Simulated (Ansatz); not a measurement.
TiSi2:
Space group Cmcm (No. 63); a = 3.515 Å, b = 13.344 Å, c = 3.557 Å, α = β = γ = 90.00°

```tsv
atom	site	symmetry	x	y	z
Ti	4c	m2m	0.0000	0.1024	0.7500
Si	4c	m2m	0.0000	0.5601	0.2500
Si	4c	m2m	0.0000	0.2496	0.2500
```
(The calculation used a cell of 6 atoms; values per cell refer to that cell.)

Relaxed at zero pressure with PBEsol (plane waves, PAW; program Ansatz).

The volume is raised by 6 % and shape and atoms relax at that volume. What pressure results, and how do the axes share the change?

-7.0 GPa; a 1.6 %, b 3.0 %, c 1.3 %; the energy rises by 19 meV/atom.

Give the new structure.


Space group Cmcm (No. 63); a = 3.572 Å, b = 13.743 Å, c = 3.603 Å, α = 90.00°, β = 90.00°, γ = 90.00°

```csv
atom,site,symmetry,x,y,z
Ti,4c,m2m,0.0000,0.1038,0.7500
Si,4c,m2m,0.0000,0.5586,0.2500
Si,4c,m2m,0.0000,0.2499,0.2500
```

The phase is kept; no other phase was compared at this pressure.

The cell was relaxed with PBEsol under the symmetry of its start; of distortions, only those at the zone centre were tested. No spin polarisation was allowed.

Potentials: the earlier of the program's two PAW sets.
